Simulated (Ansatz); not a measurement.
LaAlH$_{6}$:
```
CELL_PARAMETERS angstrom
      3.25439     1.87892     2.09163
     -3.25439     1.87892     2.09163
      0.00000    -3.75784     2.09163
ATOMIC_POSITIONS crystal
  La 0.50000 0.50000 0.50000
  Al 0.00000 0.00000 0.00000
  H  0.93954 0.29313 0.29313
  H  0.06046 0.70687 0.70687
  H  0.29313 0.93954 0.29313
  H  0.70687 0.06046 0.70687
  H  0.29313 0.29313 0.93954
  H  0.70687 0.70687 0.06046
```

Relaxed with HSE06. Special points in fractions of this cell's reciprocal vectors: Γ (0.000, 0.000, 0.000); L (0.500, 0.000, 0.000); T (0.500, -0.500, 0.500); P0 (0.373, -0.627, 0.373); P2 (0.373, 0.373, 0.373); F (0.500, -0.500, 0.000).

Problem. List the band energies nearest the valence-band maximum at these points for DFT-HSE06 in the program Ansatz with PAW potentials.

Solution. In eV from the valence-band maximum; about four levels below and three above (degenerate sets whole), none deeper than 8.9 eV; points with the same levels are listed once.

```tsv
k	below	above
Γ	-2.49 -2.49 -1.92 -1.92 -1.83	3.36 4.90 4.90
L	-3.20 -3.00 -0.34 0.00	4.20 4.89 5.31
T	-3.59 -3.59 -1.61 -1.61	5.17 6.25 6.25
P0	-3.40 -3.40 -1.53 -1.53	4.94 6.04 6.04
F	-3.22 -3.22 -1.42 -0.71	3.46 5.55 5.67
```

Space group R-3m. The first step of the workflow began from a Materials Project structure, measured or hypothetical; the Crystallography Open Database copy checked does not list it. Its standing as an ambient phase is unchecked. Symmetry was held in the HSE06 relaxation; whether a distortion lowers the energy is not shown. The hybrid was solved on a coarse mesh, the path and, where they were found, the r²SCAN edge points; its band edges are the extreme levels among these. Scalar-relativistic: spin–orbit coupling is off unless named, which matters more the heavier the elements.

Potentials: the later of the program's two PAW sets.
